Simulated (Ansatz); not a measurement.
**La3In: stiffness from a series of strains**

```xyz
4
Lattice="5.0854 0.0000 0.0000 0.0000 5.0854 0.0000 0.0000 0.0000 5.0854" Properties=species:S:1:pos:R:3 pbc="T T T"
La    0.0000    2.5427    2.5427
La    2.5427    0.0000    2.5427
La    2.5427    2.5427    0.0000
In    0.0000    0.0000    0.0000
```

Atoms are numbered in the order listed.

The geometry is COD entry 1538828, unchecked; take it as a test cell.

Spin–orbit coupling is left out, though it moves levels of the heavy atoms by tenths of an eV or more.

Computed with DFT, PBEsol, all-electron LAPW, scalar-relativistic (Ansatz 0.2.0).

The runs use a Γ-centred 7×7×7 k mesh, Fermi–Dirac smearing of 0.05 eV, basis error target 1 meV/atom, no spin polarisation.

The strain is applied along the Cartesian axes of the cell as listed (the other components stay zero). Fractional coordinates are held (clamped ions).

σ is the change of stress from the unstrained cell, which is at -2.63 GPa; tension is positive, so slopes are stress–strain coefficients at that pressure. In a metal the k mesh adds noise.

Only quantities that a quadratic follows smoothly over the whole series are listed; rougher ones are left out.

| εzz | σzz (GPa) | σxx (GPa) |
| --- | --- | --- |
| -0.0200 | -1.05 | -0.52 |
| -0.0100 | -0.51 | -0.25 |
| 0.0000 | 0.00 | 0.00 |
| 0.0200 | 0.98 | 0.45 |

Question: Fit the series and read off the stiffness at zero strain.

Answer: Least-squares fits y = p0 + p1 x + p2 x² to the rows give σzz (GPa): p1 = 50.7, p2 = -93; σxx (GPa): p1 = 24.2, p2 = -89. So C11 = 51 GPa and C12 = 24 GPa, which gives B = (C11 + 2 C12)/3 = 33 GPa.

Question: One run, at εzz = 0.0100, is withheld. Predict its row.

Answer: The fits give 0.50, 0.23; the run gave 0.50, 0.23.
